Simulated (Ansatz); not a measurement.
YIn2Ni in space group Cmcm (No. 63; Y on 4c, In on 8f, Ni on 4c), r²SCAN in the plane-wave PAW code Ansatz, all energies at zero smearing, with the estimated change up to a 700 eV cutoff added, with one set of potentials and settings (totals compare only within such a set). Cell of 8 atoms (2 Y, 4 In, 2 Ni): -41861.652 eV.

```json
[
 {"element": "Y", "reference phase": "P6_3/mmc, 2 atoms in the cell", "E (eV/atom)": "-3859.7073"},
 {"element": "In", "reference phase": "I4/mmm, 1 atoms in the cell", "E (eV/atom)": "-5611.8204"},
 {"element": "Ni", "reference phase": "Fm-3m, 1 atoms in the cell, spin-polarised", "E (eV/atom)": "-5845.2912"}
]
```

Formation energy per atom, worked out: (-41861.652 − 2×(-3859.7073) − 4×(-5611.8204) − 2×(-5845.2912))/8 = -0.547 eV/atom (-53 kJ per mol of atoms), at 0 K, without zero-point energy or fitted corrections.

The first step of the workflow began from a Materials Project structure, measured or hypothetical; the Crystallography Open Database files this formula in space group No. 63, but the cells were not matched. Its standing as an ambient phase is unchecked. Symmetry was held in the r²SCAN relaxation; its stability against distortions is not shown here. No spin polarisation was allowed. The references are the lowest solids computed at this level, not always the standard phases.

Potentials: the later of the program's two PAW sets.
